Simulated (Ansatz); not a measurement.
TiB2:
```
TiB2
1.0
    3.03189     0.00000     0.00000
   -1.51594     2.62569     0.00000
    0.00000     0.00000     3.22473
Ti B
1 2
Direct
  0.00000   0.00000   0.00000
  0.33333   0.66667   0.50000
  0.66667   0.33333   0.50000
```

Relaxed with PBE.

Task: Map the electron localisation function on the plane through (0.000, 0.000, 0.000) spanned by u = [0, 0, 1] and v = [1, -1, 0] in lattice vectors, from PBE in the plane-wave PAW code Ansatz.

Result: x is the fraction of u, y of v (the angle between them is 90°; rows are the nearest grid lines); atoms in the plane: Ti at (0.00, 0.00), B at (0.50, 0.33), B at (0.50, 0.67).
```
|01674101210147610|
|13773111211137731|
|67762112321126776|
|77631134543113677|
|11124677677642111|
|12356765456765321|
|33577742124777533|
|45678620002687654|
|45678620002687654|
|44678741014787644|
|34578876667887543|
|33468999999986433|
|33468999999986433|
|34578876667887543|
|44678741014787644|
|45678620002687654|
|45678620002687654|
|33577742124777533|
|12356765456765321|
|11124677677642111|
|77631134543113677|
|67762112321126776|
|13773111211137731|
|01674101210147610|
```
Scale: ten equal steps from 0.000 (start of '0') to 0.806 (end of '9'), in the order '0123456789'; x runs from 0.000 to 1.00, y from 0.000 (bottom) to 1.00 (top).

The density is the valence pseudo-density with augmentation charge, so density and ELF within about 1 Å of a nucleus are not all-electron values.

Space group P6/mmm. The PBE relaxation kept the symmetry of its start; phonons on a q-mesh show no instability. The run is not spin-polarised.

Potentials: the later of the program's two PAW sets.
